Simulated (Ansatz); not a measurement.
input.yaml

```yaml
crystal:
  lattice:
    - [-6.5613523659, 6.5613523659, 2.6423893926]
    - [6.5613523659, -6.5613523659, 2.6423893926]
    - [6.5613523659, 6.5613523659, -2.6423893926]
  atoms:
    - { symbol: Si, position: [0.2101596134, 0.3812648828, 0.5914244962] }
    - { symbol: Si, position: [0.3812648828, 0.7898403866, 0.1711052694] }
    - { symbol: Si, position: [0.6187351172, 0.2101596134, 0.8288947306] }
    - { symbol: Si, position: [0.7898403866, 0.3812648828, 0.1711052694] }
    - { symbol: Si, position: [0.2101596134, 0.6187351172, 0.8288947306] }
    - { symbol: Si, position: [0.7898403866, 0.6187351172, 0.4085755038] }
    - { symbol: Si, position: [0.3812648828, 0.2101596134, 0.5914244962] }
    - { symbol: Si, position: [0.6187351172, 0.7898403866, 0.4085755038] }
    - { symbol: O, position: [0.8927359016, 0.1072640984, 0.5] }
    - { symbol: O, position: [0.1072640984, 0.6072640984, 0.2145281968] }
    - { symbol: O, position: [0.3927359016, 0.8927359016, 0.7854718032] }
    - { symbol: O, position: [0.6072640984, 0.3927359016, 0.5] }
    - { symbol: O, position: [0.1072640984, 0.8927359016, 0.5] }
    - { symbol: O, position: [0.8927359016, 0.3927359016, 0.7854718032] }
    - { symbol: O, position: [0.6072640984, 0.1072640984, 0.2145281968] }
    - { symbol: O, position: [0.3927359016, 0.6072640984, 0.5] }
    - { symbol: O, position: [0.2430949025, 0.5, 0.7430949025] }
    - { symbol: O, position: [0.5, 0.7569050975, 0.2569050975] }
    - { symbol: O, position: [0.5, 0.2430949025, 0.7430949025] }
    - { symbol: O, position: [0.7569050975, 0.5, 0.2569050975] }
    - { symbol: O, position: [0.3132954447, 0.3132954447, 0.6265908894] }
    - { symbol: O, position: [0.3132954447, 0.6867045553, 0.0] }
    - { symbol: O, position: [0.6867045553, 0.3132954447, 0.0] }
    - { symbol: O, position: [0.6867045553, 0.6867045553, 0.3734091106] }
basis:
  ecutwfc: 420
kpoints:
  mp_grid: { grid: [6, 6, 6] }
hamiltonian:
  xc: lda
scf:
  occupations: { method: gaussian, width: 0.02 }
output:
  forces: true
  stress: true
  eigenvalues: true
relax:
  adjacent_minimum: "off"
  f_tol: 0.01
  max_steps: 30
  cell: { stress_tol: 0.1, fix: [volume] }
```

Launched with
```bash
ansatz run input.yaml --threads 4 --pin off --max-ram 10240MiB --backend cpu --events-out ev --progress --plain --runs-dir out
```

Level of theory: DFT LDA, scalar-relativistic, plane waves, PAW (Ansatz 0.2.0).

Abridged output:

```
Pseudopotentials: kind: paw
Pseudopotential: Si, paw, valence charge 4, recommended cutoff 420 eV (normal)
Pseudopotential: O, paw, valence charge 6, recommended cutoff 420 eV (normal)
Functional definition: SPW92
Crystal: 24 atoms, lattice volume = 455.034 Å³
Basis set: ecut = 420 eV, 8877 PW (Γ)
Bands: 88, of which v1, the nominal top of the filled ones, is band 64 counted from 1 (63 counted from 0)
Symmetry: 16 space group operations
Space group: I4/mmm (ITA 139), of the structure as read, at distance tolerance 7.7e-5 Å
k-points: 30 of 216
Initial density: superposition of atomic densities (neutral atoms: chi_scale 0, normalization atom), corrected by the library's trained network
Initial wavefunctions: pseudopotential atomic-orbital guess
Functional: x = slater, c = lda
SCF iter   1: F=—  HF=-13781.191361 eV  |F-HF|=—  |Δ(HF+E_count)|=         —  Δρ=1.11e-2  dr2=5.05e-1  ethr=1.77e-3  ⟨swp⟩=7.1  Hψ=13583  notcnv=0  defer=108
SCF iter   2: F=—  HF=-13781.049744 eV  |F-HF|=—  |Δ(HF+E_count)|=   1.42e-1  Δρ=3.11e-3  dr2=1.46e-2  ethr=3.95e-4  ⟨swp⟩=2.3  Hψ=4684  notcnv=0  defer=553
SCF iter   3: F=—  HF=-13781.046493 eV  |F-HF|=—  |Δ(HF+E_count)|=   3.25e-3  Δρ=1.28e-3  dr2=4.34e-3  ethr=1.14e-5  ⟨swp⟩=2.7  Hψ=3715  notcnv=0  defer=553
SCF iter   4: F=—  HF=-13781.045858 eV  |F-HF|=—  |Δ(HF+E_count)|=   6.35e-4  Δρ=4.21e-4  dr2=4.97e-4  ethr=3.39e-6  ⟨swp⟩=3.0  Hψ=3059  notcnv=0  defer=553
SCF iter   5: F=—  HF=-13781.045793 eV  |F-HF|=—  |Δ(HF+E_count)|=   6.50e-5  Δρ=1.14e-4  dr2=4.55e-5  ethr=3.88e-7  ⟨swp⟩=2.8  Hψ=3716  notcnv=0  defer=553
SCF iter   6: F=—  HF=-13781.046141 eV  |F-HF|=—  |Δ(HF+E_count)|=   3.48e-4  Δρ=1.50e-5  dr2=8.78e-7  ethr=3.55e-8  ⟨swp⟩=2.0  Hψ=3995  notcnv=0  defer=553
SCF iter   7: F=-13781.046142 eV  HF=-13781.046142 eV  |F-HF|=2.91e-10  |Δ(HF+E_count)|=   3.56e-7  Δρ=2.87e-6  dr2=2.92e-8  ethr=7.81e-11  ⟨swp⟩=15.5  Hψ=16669  notcnv=0
SCF 1 converged in 7 iterations: F = -13781.046142 eV  dr2 = 2.92e-8
relax step   1: F+E_penalty+E_count = -13781.04614161 eV  Δ(F+E_penalty+E_count) = +0.000e0 eV  max|allowed force component| = 2.784e-1 eV/Å  Δτ_max = 0.0000 Å  P = -3.858 GPa  Ω = 455.034 Å³  fix = [volume]  reactions: volume -3.858 GPa (7 SCF iters, dr2 threshold 1.00e-7 eV, accepted)
Initial density: handed on by an earlier stage of this run
Initial wavefunctions: those handed on with the density
SCF iter   1: F=—  HF=-13781.068366 eV  |F-HF|=—  |Δ(HF+E_count)|=         —  Δρ=8.61e-4  dr2=2.49e-3  ethr=1.74e-6  ⟨swp⟩=5.7  Hψ=11677  notcnv=0  defer=2
SCF iter   2: F=—  HF=-13781.067539 eV  |F-HF|=—  |Δ(HF+E_count)|=   8.26e-4  Δρ=3.67e-4  dr2=4.21e-4  ethr=1.74e-6  ⟨swp⟩=2.1  Hψ=3846  notcnv=0
SCF iter   3: F=—  HF=-13781.067406 eV  |F-HF|=—  |Δ(HF+E_count)|=   1.34e-4  Δρ=1.53e-4  dr2=6.59e-5  ethr=3.29e-7  ⟨swp⟩=2.0  Hψ=4080  notcnv=0
SCF iter   4: F=—  HF=-13781.067389 eV  |F-HF|=—  |Δ(HF+E_count)|=   1.66e-5  Δρ=3.37e-5  dr2=3.06e-6  ethr=5.15e-8  ⟨swp⟩=2.0  Hψ=4015  notcnv=0
SCF iter   5: F=-13781.067389 eV  HF=-13781.067389 eV  |F-HF|=4.61e-7  |Δ(HF+E_count)|=   1.24e-7  Δρ=1.47e-5  dr2=6.38e-7  ethr=1.87e-9  ⟨swp⟩=12.1  Hψ=14808  notcnv=0
SCF 2 converged in 5 iterations: F = -13781.067389 eV  dr2 = 6.38e-7
relax step   2: F+E_penalty+E_count = -13781.06738872 eV  Δ(F+E_penalty+E_count) = -2.125e-2 eV  max|allowed force component| = 2.532e-1 eV/Å  Δτ_max = 0.0077 Å  P = -3.582 GPa  Ω = 455.034 Å³  energy of the carried Pulay correction = +2.647e-15 eV  fix = [volume]  reactions: volume -3.582 GPa (5 SCF iters, dr2 threshold 2.40e-6 eV, accepted)
SCF iter   1: F=—  HF=-13781.145570 eV  |F-HF|=—  |Δ(HF+E_count)|=         —  Δρ=4.56e-3  dr2=7.34e-2  ethr=5.31e-5  ⟨swp⟩=6.3  Hψ=13609  notcnv=0  defer=2
SCF iter   2: F=—  HF=-13781.119928 eV  |F-HF|=—  |Δ(HF+E_count)|=   2.56e-2  Δρ=2.01e-3  dr2=1.35e-2  ethr=5.31e-5  ⟨swp⟩=3.4  Hψ=4822  notcnv=0  defer=36
SCF iter   3: F=—  HF=-13781.115128 eV  |F-HF|=—  |Δ(HF+E_count)|=   4.80e-3  Δρ=7.32e-4  dr2=1.49e-3  ethr=1.05e-5  ⟨swp⟩=2.8  Hψ=4827  notcnv=0  defer=50
SCF iter   4: F=—  HF=-13781.115059 eV  |F-HF|=—  |Δ(HF+E_count)|=   6.94e-5  Δρ=1.65e-4  dr2=5.52e-5  ethr=1.16e-6  ⟨swp⟩=2.0  Hψ=4296  notcnv=0  defer=50
SCF iter   5: F=—  HF=-13781.115058 eV  |F-HF|=—  |Δ(HF+E_count)|=   4.43e-7  Δρ=3.31e-5  dr2=3.39e-6  ethr=4.31e-8  ⟨swp⟩=2.7  Hψ=4725  notcnv=0  defer=50
SCF iter   6: F=-13781.115058 eV  HF=-13781.115058 eV  |F-HF|=1.57e-7  |Δ(HF+E_count)|=   3.74e-7  Δρ=1.21e-5  dr2=4.44e-7  ethr=1.87e-9  ⟨swp⟩=10.8  Hψ=14155  notcnv=0
SCF 3 converged in 6 iterations: F = -13781.115058 eV  dr2 = 4.44e-7
relax step   3: F+E_penalty+E_count = -13781.11505756 eV  Δ(F+E_penalty+E_count) = -4.767e-2 eV  max|allowed force component| = 2.346e-1 eV/Å  Δτ_max = 0.0495 Å  P = -2.188 GPa  Ω = 455.034 Å³  fix = [volume]  reactions: volume -2.188 GPa (6 SCF iters, dr2 threshold 2.40e-6 eV, accepted)
Basis set: ecut = 420 eV, 8885 PW (Γ)
SCF iter   1: F=—  HF=-13781.168566 eV  |F-HF|=—  |Δ(HF+E_count)|=         —  Δρ=5.00e-3  dr2=7.81e-2  ethr=5.67e-5  ⟨swp⟩=5.9  Hψ=13986  notcnv=0  defer=1
SCF iter   2: F=—  HF=-13781.144616 eV  |F-HF|=—  |Δ(HF+E_count)|=   2.40e-2  Δρ=2.49e-3  dr2=1.68e-2  ethr=5.67e-5  ⟨swp⟩=3.2  Hψ=4287  notcnv=0  defer=34
SCF iter   3: F=—  HF=-13781.139641 eV  |F-HF|=—  |Δ(HF+E_count)|=   4.97e-3  Δρ=8.67e-4  dr2=2.32e-3  ethr=1.31e-5  ⟨swp⟩=2.7  Hψ=4808  notcnv=0  defer=36
SCF iter   4: F=—  HF=-13781.139418 eV  |F-HF|=—  |Δ(HF+E_count)|=   2.23e-4  Δρ=1.86e-4  dr2=8.93e-5  ethr=1.82e-6  ⟨swp⟩=2.0  Hψ=4372  notcnv=0  defer=36
SCF iter   5: F=—  HF=-13781.139410 eV  |F-HF|=—  |Δ(HF+E_count)|=   8.03e-6  Δρ=4.44e-5  dr2=5.74e-6  ethr=6.98e-8  ⟨swp⟩=2.0  Hψ=3761  notcnv=0  defer=36
SCF iter   6: F=-13781.139410 eV  HF=-13781.139410 eV  |F-HF|=4.57e-8  |Δ(HF+E_count)|=   6.17e-7  Δρ=1.35e-5  dr2=4.48e-7  ethr=1.87e-9  ⟨swp⟩=11.2  Hψ=14328  notcnv=0
SCF 4 converged in 6 iterations: F = -13781.139410 eV  dr2 = 4.48e-7
relax step   4: F+E_penalty+E_count = -13781.13940972 eV  Δ(F+E_penalty+E_count) = -2.435e-2 eV  max|allowed force component| = 7.414e-2 eV/Å  Δτ_max = 0.0679 Å  P = -1.880 GPa  Ω = 455.034 Å³  fix = [volume]  reactions: volume -1.880 GPa (6 SCF iters, dr2 threshold 2.40e-6 eV, accepted)
SCF iter   1: F=—  HF=-13781.146931 eV  |F-HF|=—  |Δ(HF+E_count)|=         —  Δρ=2.04e-3  dr2=1.37e-2  ethr=9.28e-6  ⟨swp⟩=5.8  Hψ=13060  notcnv=0  defer=1
SCF iter   2: F=—  HF=-13781.142778 eV  |F-HF|=—  |Δ(HF+E_count)|=   4.15e-3  Δρ=9.97e-4  dr2=2.63e-3  ethr=9.28e-6  ⟨swp⟩=2.8  Hψ=4260  notcnv=0
SCF iter   3: F=—  HF=-13781.142007 eV  |F-HF|=—  |Δ(HF+E_count)|=   7.71e-4  Δρ=3.25e-4  dr2=3.15e-4  ethr=2.06e-6  ⟨swp⟩=2.3  Hψ=4416  notcnv=0
SCF iter   4: F=—  HF=-13781.142295 eV  |F-HF|=—  |Δ(HF+E_count)|=   2.88e-4  Δρ=8.12e-5  dr2=1.93e-5  ethr=2.46e-7  ⟨swp⟩=2.0  Hψ=4334  notcnv=0
SCF iter   5: F=—  HF=-13781.142293 eV  |F-HF|=—  |Δ(HF+E_count)|=   2.35e-6  Δρ=1.79e-5  dr2=1.01e-6  ethr=1.51e-8  ⟨swp⟩=2.0  Hψ=3833  notcnv=0
SCF iter   6: F=-13781.142293 eV  HF=-13781.142293 eV  |F-HF|=8.97e-9  |Δ(HF+E_count)|=   1.01e-7  Δρ=5.14e-6  dr2=7.39e-8  ethr=2.68e-10  ⟨swp⟩=10.7  Hψ=14484  notcnv=0
SCF 5 converged in 6 iterations: F = -13781.142293 eV  dr2 = 7.39e-8
relax step   5: F+E_penalty+E_count = -13781.14229269 eV  Δ(F+E_penalty+E_count) = -2.883e-3 eV  max|allowed force component| = 1.599e-2 eV/Å  Δτ_max = 0.0233 Å  P = -1.763 GPa  Ω = 455.034 Å³  energy of the carried Pulay correction = +5.294e-16 eV  fix = [volume]  reactions: volume -1.763 GPa (6 SCF iters, dr2 threshold 3.44e-7 eV, accepted)
SCF iter   1: F=—  HF=-13781.142129 eV  |F-HF|=—  |Δ(HF+E_count)|=         —  Δρ=2.73e-4  dr2=2.42e-4  ethr=1.66e-7  ⟨swp⟩=3.5  Hψ=11557  notcnv=0
SCF iter   2: F=—  HF=-13781.142052 eV  |F-HF|=—  |Δ(HF+E_count)|=   7.71e-5  Δρ=1.37e-4  dr2=5.42e-5  ethr=1.66e-7  ⟨swp⟩=2.1  Hψ=4190  notcnv=0
SCF iter   3: F=—  HF=-13781.142029 eV  |F-HF|=—  |Δ(HF+E_count)|=   2.30e-5  Δρ=4.25e-5  dr2=5.77e-6  ethr=4.23e-8  ⟨swp⟩=2.1  Hψ=4013  notcnv=0
SCF iter   4: F=—  HF=-13781.142386 eV  |F-HF|=—  |Δ(HF+E_count)|=   3.58e-4  Δρ=1.07e-5  dr2=2.83e-7  ethr=4.51e-9  ⟨swp⟩=2.0  Hψ=4358  notcnv=0
SCF iter   5: F=-13781.142386 eV  HF=-13781.142386 eV  |F-HF|=4.25e-9  |Δ(HF+E_count)|=   3.17e-8  Δρ=2.24e-6  dr2=1.31e-8  ethr=1.25e-11  ⟨swp⟩=9.7  Hψ=14816  notcnv=0
SCF 6 converged in 5 iterations: F = -13781.142386 eV  dr2 = 1.31e-8
relax step   6: F+E_penalty+E_count = -13781.14238638 eV  Δ(F+E_penalty+E_count) = -9.369e-5 eV  max|allowed force component| = 1.304e-3 eV/Å  Δτ_max = 0.0032 Å  P = -1.737 GPa  Ω = 455.034 Å³  energy of the carried Pulay correction = +1.059e-15 eV  fix = [volume]  reactions: volume -1.737 GPa (5 SCF iters, dr2 threshold 1.60e-8 eV, accepted)
Initial wavefunctions: pseudopotential atomic-orbital guess (no wavefunctions were taken with the density)
SCF iter   1: F=—  HF=-13781.141815 eV  |F-HF|=—  |Δ(HF+E_count)|=         —  Δρ=5.35e-5  dr2=6.72e-7  ethr=6.54e-7  ⟨swp⟩=5.5  Hψ=21285  notcnv=0
SCF iter   2: F=—  HF=-13781.142299 eV  |F-HF|=—  |Δ(HF+E_count)|=   4.84e-4  Δρ=2.68e-5  dr2=1.67e-7  ethr=5.25e-10  ⟨swp⟩=3.0  Hψ=5503  notcnv=0
SCF iter   3: F=—  HF=-13781.142345 eV  |F-HF|=—  |Δ(HF+E_count)|=   4.62e-5  Δρ=4.52e-6  dr2=4.94e-8  ethr=1.31e-10  ⟨swp⟩=2.0  Hψ=4245  notcnv=0
SCF iter   4: F=-13781.142345 eV  HF=-13781.142345 eV  |F-HF|=4.00e-11  |Δ(HF+E_count)|=   2.73e-7  Δρ=5.67e-7  dr2=8.71e-10  ethr=1.00e-12  ⟨swp⟩=7.4  Hψ=15227  notcnv=0
SCF 7 converged in 4 iterations: F = -13781.142345 eV  dr2 = 8.71e-10
SCF converged after 4 iterations
Free energy (F): -13781.142345 eV
Harris-Foulkes:  -13781.142345 eV  (|F-HF|=4.00e-11)
Internal energy: -13781.142345 eV  (E = F + TS)
E sigma→0 (E₀):  -13781.142345 eV
Fermi energy:    1.700220 eV
--- Per-component energies (eV) ---
  E_band       = -1022.832994
  E_kinetic    = 3201.678435
  E_local      = -13016.635938  (includes V_loc(G=0)·N_el)
  E_nonlocal   = 1002.801058
  E_hartree    = 5151.055913
  E_xc         = -1603.137259
  E_vxc        = -1875.815757  (∫ρ·V_xc dr)
  E_paw        = -6265.216770  (= ΣΔE_a)
  E_vpaw       = -637.018358  (= ΣTr[D̂ρ^β])
  E_aug_tail   = 0.042687  (compensation charges beyond the density's cutoff)
  E_ewald      = -2253.955860
  E_core_change = 2.225390  (= ΣΔE_core)
  E_smearing   =  0.000000  (= −TS)
--- Forces (eV/Å), atoms counted from 1 ---
  atom   1  Si    -0.00054392     0.00112169     0.00000000
  atom   2  Si    -0.00112169    -0.00054392     0.00000000
  atom   3  Si     0.00112169     0.00054392     0.00000000
  atom   4  Si    -0.00054392    -0.00112169     0.00000000
  atom   5  Si     0.00054392     0.00112169     0.00000000
  atom   6  Si     0.00054392    -0.00112169     0.00000000
  atom   7  Si     0.00112169    -0.00054392     0.00000000
  atom   8  Si    -0.00112169     0.00054392     0.00000000
  atom   9  O     -0.00005144     0.00005144     0.00000000
  atom  10  O     -0.00005144    -0.00005144     0.00000000
  atom  11  O      0.00005144     0.00005144     0.00000000
  atom  12  O      0.00005144    -0.00005144     0.00000000
  atom  13  O      0.00005144    -0.00005144     0.00000000
  atom  14  O      0.00005144     0.00005144     0.00000000
  atom  15  O     -0.00005144    -0.00005144     0.00000000
  atom  16  O     -0.00005144     0.00005144     0.00000000
  atom  17  O      0.00000000    -0.00052082     0.00000000
  atom  18  O      0.00052082     0.00000000     0.00000000
  atom  19  O     -0.00052082     0.00000000     0.00000000
  atom  20  O      0.00000000     0.00052082     0.00000000
  atom  21  O     -0.00023050    -0.00023050     0.00000000
  atom  22  O      0.00023050    -0.00023050     0.00000000
  atom  23  O     -0.00023050     0.00023050     0.00000000
  atom  24  O      0.00023050     0.00023050     0.00000000
--- Stress (GPa, compression-positive) ---
       -1.723368       0.000000       0.000000
        0.000000      -1.723368       0.000000
        0.000000       0.000000      -1.763404
  P = ⅓ Tr σ = -1.7367 GPa (-17.367 kbar)
--- Band table (eV; the first three rows and the last of 30) ---
  k-point 0: bands = ["-20.2583", "-19.8600", "-19.6621", "-19.6621", "-18.9395", "-18.9395", "-18.8259", "-18.2057", "-18.1618", "-18.1618", "-18.1434", "-18.1384", "-18.1384", "-18.1178", "-18.1171", "-18.1077", "-10.9185", "-9.5771", "-9.5771", "-9.5669", "-8.0680", "-8.0680", "-7.6218", "-6.8832", "-6.8245", "-6.8047", "-6.5669", "-6.5669", "-6.4378", "-6.4378", "-6.4308", "-5.8720", "-4.6456", "-4.3403", "-4.1159", "-4.1159", "-3.8760", "-3.8149", "-3.8149", "-3.7482", "-3.2075", "-3.1961", "-3.1083", "-3.1083", "-3.0785", "-3.0411", "-3.0411", "-2.9402", "-2.9402", "-2.7636", "-2.4442", "-2.4416", "-2.3977", "-2.3730", "-2.3138", "-2.3138", "-2.1259", "-1.5680", "-1.5680", "-1.5046", " ...
  k-point 1: bands = ["-20.2431", "-19.9240", "-19.6535", "-19.5998", "-19.0387", "-18.9547", "-18.7067", "-18.2014", "-18.1682", "-18.1633", "-18.1618", "-18.1444", "-18.1406", "-18.1183", "-18.1148", "-18.1076", "-10.8668", "-9.8769", "-9.5492", "-9.3119", "-8.2214", "-8.0698", "-7.4672", "-6.8883", "-6.8524", "-6.7926", "-6.5920", "-6.5122", "-6.5085", "-6.4377", "-6.3681", "-5.9017", "-4.6296", "-4.3696", "-4.1166", "-4.1159", "-3.8914", "-3.7966", "-3.7863", "-3.7257", "-3.2192", "-3.1974", "-3.1599", "-3.0953", "-3.0899", "-3.0408", "-3.0347", "-2.9455", "-2.9232", "-2.7404", "-2.4650", "-2.4469", "-2.4400", "-2.4027", "-2.3741", "-2.3130", "-1.9756", "-1.5800", "-1.5385", "-1.4909", " ...
  k-point 2: bands = ["-20.1986", "-20.0277", "-19.6342", "-19.5101", "-19.1405", "-18.9886", "-18.5418", "-18.2528", "-18.1905", "-18.1656", "-18.1618", "-18.1569", "-18.1348", "-18.1218", "-18.1106", "-18.1074", "-10.7190", "-10.1881", "-9.4850", "-9.1344", "-8.4352", "-8.0737", "-7.2436", "-6.8995", "-6.8900", "-6.7605", "-6.6575", "-6.5880", "-6.4376", "-6.3937", "-6.3239", "-5.9765", "-4.5841", "-4.4382", "-4.1177", "-4.1161", "-3.9113", "-3.7705", "-3.7388", "-3.6451", "-3.2944", "-3.2394", "-3.2000", "-3.1059", "-3.0693", "-3.0402", "-3.0278", "-2.9592", "-2.8684", "-2.6799", "-2.6079", "-2.5216", "-2.4353", "-2.4142", "-2.3761", "-2.3113", "-1.7686", "-1.5962", "-1.4716", "-1.4624",  ...
  k-point 29: bands = ["-20.0951", "-20.0951", "-19.8054", "-19.3231", "-19.2939", "-18.7783", "-18.4738", "-18.4738", "-18.1749", "-18.1556", "-18.1488", "-18.1302", "-18.1302", "-18.1241", "-18.1236", "-18.1236", "-10.3564", "-10.3564", "-9.8180", "-8.9151", "-8.8638", "-7.7329", "-7.1043", "-7.1043", "-6.8092", "-6.6294", "-6.6294", "-6.6171", "-6.3930", "-6.3930", "-6.2324", "-6.2153", "-4.4983", "-4.4983", "-4.1495", "-4.0856", "-3.9743", "-3.6608", "-3.6608", "-3.6241", "-3.3959", "-3.2894", "-3.2094", "-3.1071", "-3.1071", "-3.0933", "-3.0933", "-2.9243", "-2.7581", "-2.7214", "-2.6598", "-2.6598", "-2.4098", "-2.3598", "-2.3598", "-2.2966", "-1.7168", "-1.5485", "-1.5485", "-1.4033", ...
--- Relaxed structure (6 steps of the walk, 6 accepted, 1 SCFs on fresh bases) ---
  F+E_penalty+E_count = -13781.14234497 eV   max|allowed force component| = 1.122e-3 eV/Å   (the final SCF, on the basis selected at the relaxed cell)
  cell:  # Å, volume = 455.0337 Å³
    - [-6.57409460, 6.57409460, 2.63215609]
    - [6.57409460, -6.57409460, 2.63215609]
    - [6.57409460, 6.57409460, -2.63215609]
  atoms:
    - { symbol: Si, position: [0.21263413, 0.38028261, 0.59291675] }
    - { symbol: Si, position: [0.38028261, 0.78736586, 0.16764847] }
    - { symbol: Si, position: [0.61971738, 0.21263413, 0.83235152] }
    - { symbol: Si, position: [0.78736586, 0.38028261, 0.16764847] }
    - { symbol: Si, position: [0.21263413, 0.61971738, 0.83235152] }
    - { symbol: Si, position: [0.78736586, 0.61971738, 0.40708324] }
    - { symbol: Si, position: [0.38028261, 0.21263413, 0.59291675] }
    - { symbol: Si, position: [0.61971738, 0.78736586, 0.40708324] }
    - { symbol: O, position: [0.89806942, 0.10193057, 0.5] }
    - { symbol: O, position: [0.10193057, 0.60193057, 0.20386115] }
    - { symbol: O, position: [0.39806942, 0.89806942, 0.79613884] }
    - { symbol: O, position: [0.60193057, 0.39806942, 0.50000000] }
    - { symbol: O, position: [0.10193057, 0.89806942, 0.5] }
    - { symbol: O, position: [0.89806942, 0.39806942, 0.79613884] }
    - { symbol: O, position: [0.60193057, 0.10193057, 0.20386115] }
    - { symbol: O, position: [0.39806942, 0.60193057, 0.50000000] }
    - { symbol: O, position: [0.23664316, 0.5, 0.73664316] }
    - { symbol: O, position: [0.5, 0.76335683, 0.26335683] }
    - { symbol: O, position: [0.5, 0.23664316, 0.73664316] }
    - { symbol: O, position: [0.76335683, 0.5, 0.26335683] }
    - { symbol: O, position: [0.31884448, 0.31884448, 0.63768897] }
    - { symbol: O, position: [0.31884448, 0.68115551, 0.0] }
    - { symbol: O, position: [0.68115551, 0.31884448, 0.0] }
    - { symbol: O, position: [0.68115551, 0.68115551, 0.36231102] }
```

The relaxation met its thresholds.

Time: 4 min on 4 threads of Intel(R) Xeon(R) Processor @ 2.70GHz, on a shared host, peak memory 1.8 GiB.